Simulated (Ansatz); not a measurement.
A geometry of Sb away from equilibrium: step 2 of the relaxation of a generated cell, Sb placed in the trigonal-Se structure type. These are PBEsol (plane waves to 420 eV, PAW, scalar-relativistic; Ansatz, a quantum-chemistry and plane-wave program) values and carry that method's errors. Γ-centred k-mesh 7×7×6 on the run's cell (coarser than for final values), Fermi–Dirac smearing 0.05 eV. The plane waves were selected for a different cell earlier on the path.

```
CELL_PARAMETERS angstrom
      4.86704     0.00000     0.00000
     -2.43352     4.21498     0.00000
      0.00000     0.00000     5.55163
ATOMIC_POSITIONS crystal
  Sb 0.25298 0.00000 0.83333
  Sb 0.00000 0.25298 0.16667
  Sb 0.74702 0.74702 0.50000
```

**Question.** Give the Cartesian forces on all atoms (eV/Å).

**Answer.** 
```csv
atom,Fx,Fy,Fz
Sb1,0.84,0.00,0.00
Sb2,-0.42,0.72,0.00
Sb3,-0.42,-0.72,0.00
```

The path ends in Pm-3m (No. 221) (AFLOW prototype A_cP1_221_a (A_h)). No spin polarisation in the result. The relaxed primitive cell holds an odd number of electrons. A magnetic state may lie lower.

The run could not lose the symmetry of its start, so the end can be a saddle point.

The end of the path is a generated cell of Sb: the first start was made by placing the elements on the sites of a structure type, and the end was not matched to a known phase here, so it may be hypothetical. Known forms of Sb include space group No. 166.
